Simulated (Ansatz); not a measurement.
The cell is InBi2B, ordered on the zincblende lattice (P-4m2) with 4 atoms a cell; cell and atoms were relaxed with r2SCAN. B is surrounded by 4 Bi at 2.49 Å; Bi is surrounded by 2 B at 2.49 Å and 2 In at 2.87 Å; In is surrounded by 4 Bi at 2.87 Å.

Space group P-4m2 (No. 115). a = 4.259 Å, b = 4.259 Å, c = 6.417 Å, α = 90.00°, β = 90.00°, γ = 90.00°
```
atom  site  symmetry       x       y       z
   B    1a      -4m2  0.0000  0.0000  0.0000
  Bi    2g      2mm.  0.0000  0.5000  0.2013
  In    1c      -4m2  0.5000  0.5000  0.5000
```

The questions ask for values computed with Ansatz on this geometry. Values at 0 K without nuclear motion; no magnetic order is allowed, and the phase may be a hypothetical one.

Q: What gap does PBE give, and where are the band edges?

A: With PBE the bands overlap by 0.90 eV (counted from 1, band 23 peaks at Γ and band 24 bottoms out at R–A (0.10 of the way from R)): no gap.

Q: What does PBE+SOC give for the gap (6×6×4 mesh)?

A: PBE+SOC gives no gap: the lowest nominally empty band dips 0.89 eV below the top of the last filled one (its bottom at R–A (0.10 of the way from R), the top at Γ), so the cell is a metal or semimetal at this level.

Q: Estimate the gap with r2SCAN on 6×6×4.

A: With r2SCAN the bands overlap by 0.83 eV (counted from 1, band 23 peaks at Γ and band 24 bottoms out at R–A (0.10 of the way from R)): no gap.

Q: What do these levels agree on?

A: No level opens a gap, but no hybrid is among them, and semilocal functionals can close a real gap.

Only the levels marked +SOC include spin-orbit coupling.

Where an edge lies off the special points, it is a point of the mesh or the k point where a search put PBE's edge or least direct gap, reused for the other functionals, whose own edges may lie a little apart; PBE's own value is read along its path and can be a few hundredths of an eV high.
